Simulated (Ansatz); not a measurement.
The cell below belongs to a search over invented structures; it isn't taken from experiment.

Input and command of a plane-wave DFT calculation in Ansatz:

```yaml
crystal:
  lattice:
    - [3.1096252632, 0.0, 0.0]
    - [0.0, 3.1096252632, 0.0]
    - [0.0, 0.0, 19.2306440935]
  atoms:
    - { symbol: Mg, position: [0.5, 0.0, 0.1628315832] }
    - { symbol: Mg, position: [0.5, 0.0, 0.7299868125] }
    - { symbol: Mg, position: [0.5, 0.0, 0.9458738849] }
    - { symbol: Mg, position: [0.0, 0.5, 0.8371684168] }
    - { symbol: Mg, position: [0.0, 0.5, 0.2700131875] }
    - { symbol: Mg, position: [0.0, 0.5, 0.0541261151] }
    - { symbol: Sn, position: [0.5, 0.0, 0.4097394581] }
    - { symbol: Sn, position: [0.0, 0.5, 0.5902605419] }
    - { symbol: O, position: [0.5, 0.0, 0.0542774965] }
    - { symbol: O, position: [0.5, 0.0, 0.2725708663] }
    - { symbol: O, position: [0.5, 0.0, 0.6257248578] }
    - { symbol: O, position: [0.5, 0.0, 0.8376989574] }
    - { symbol: O, position: [0.0, 0.5, 0.9457225035] }
    - { symbol: O, position: [0.0, 0.5, 0.3742751422] }
    - { symbol: O, position: [0.0, 0.5, 0.1623010426] }
    - { symbol: O, position: [0.0, 0.5, 0.7274291337] }
basis:
  ecutwfc: 420
kpoints:
  mp_grid: { grid: [10, 10, 2] }
hamiltonian:
  xc: pbe
scf:
  occupations: { method: gaussian, width: 0.02 }
output:
  forces: true
  stress: true
  eigenvalues: true
relax:
  adjacent_minimum: "off"
  f_tol: 0.01
  max_steps: 80
  cell: { stress_tol: 0.05 }
```

```bash
ansatz run input.yaml --threads 1 --pin off --max-ram 2560MiB --backend cpu --events-out ev --progress --plain --runs-dir out
```

Processor: Intel(R) Xeon(R) Gold 6455B (Sapphire Rapids), 1 thread, on a host shared with other jobs.

Problem. How long does it run, and how much memory does it take?

Solution. About 2.5 min, peak memory 0.79 GiB. It solves 84 bands at 42 k points (after reduction by symmetry) with about 3657 plane waves (on the last cell), in 39 SCF iterations over 6 ionic steps.
